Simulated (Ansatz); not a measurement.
Level of theory: DFT PBE, scalar-relativistic, plane waves, PAW (Ansatz). All cells share a 420 eV cutoff and Γ-centred k meshes spaced at most about 0.3 Å⁻¹ (about 0.25 or finer for metals, 2π included). No spin polarisation in the final relaxations.

Temperature and zero-point effects are left out.

Two forms of Lu₂Si₃P were relaxed alike.

A.

Space group I4/mmm (No. 139). a = 5.404 Å, b = 5.404 Å, c = 9.407 Å, α = 90.00°, β = 90.00°, γ = 90.00°
```json
{"atom": "Lu", "site": "4c", "symmetry": "mmm.", "x": "0.0000", "y": "0.5000", "z": "0.0000"}
{"atom": "Si", "site": "4e", "symmetry": "4mm", "x": "0.0000", "y": "0.0000", "z": "0.2539"}
{"atom": "Si", "site": "2b", "symmetry": "4/mmm", "x": "0.5000", "y": "0.5000", "z": "0.0000"}
{"atom": "P", "site": "2a", "symmetry": "4/mmm", "x": "0.0000", "y": "0.0000", "z": "0.0000"}
```

B.

Space group P-6m2 (No. 187). a = 4.117 Å, b = 4.117 Å, c = 7.447 Å, α = 90.00°, β = 90.00°, γ = 120.00°
```csv
atom,site,symmetry,x,y,z
Lu,2h,3m.,0.3333,0.6667,0.2443
Si,1f,-6m2,0.6667,0.3333,0.5000
Si,1a,-6m2,0.0000,0.0000,0.0000
Si,1b,-6m2,0.0000,0.0000,0.5000
P,1e,-6m2,0.6667,0.3333,0.0000
```

Problem. Which form is favoured at zero pressure, and by what margin per atom?

Solution. B is lower, by 0.39 eV/atom. A has space group I4/mmm (No. 139), 22.9 Å³/atom and no gap on its mesh; B has space group P-6m2 (No. 187), 18.2 Å³/atom and no gap. Counting P or Si atoms around Lu (for each partner element, those within 1.25 times its shortest distance or 1.15 times the sum of covalent radii, where it is the nearest in units of that sum or under 1.3), A has Lu 4 and B has Lu 12. A holds Si–Si units of three or more atoms (shortest 2.31 Å); B holds Si–Si nets (shortest 2.38 Å). The denser one is the lower, and pressure would at first widen the difference. In A, around Lu lie 2 P at 2.70 Å and 2 Si at 2.70 Å; around Si on a site of symmetry 4mm lie 1 Si at 2.31 Å and 1 P at 2.39 Å; P is surrounded by 2 Si at 2.39 Å and 4 Lu at 2.70 Å; 1 more site not described. In B, Lu is surrounded by 3 P at 2.99 Å and 9 Si at 2.99–3.05 Å; Si on its first site is surrounded by 3 Si at 2.38 Å and 6 Lu at 3.05 Å; P is surrounded by 3 Si at 2.38 Å and 6 Lu at 2.99 Å; 2 more sites not described. Both come from invented guesses.

A magnetic state wasn't ruled out in cells without spin, among them I4/mmm, P-6m2. Cells relaxed within their symmetry can be saddle points.
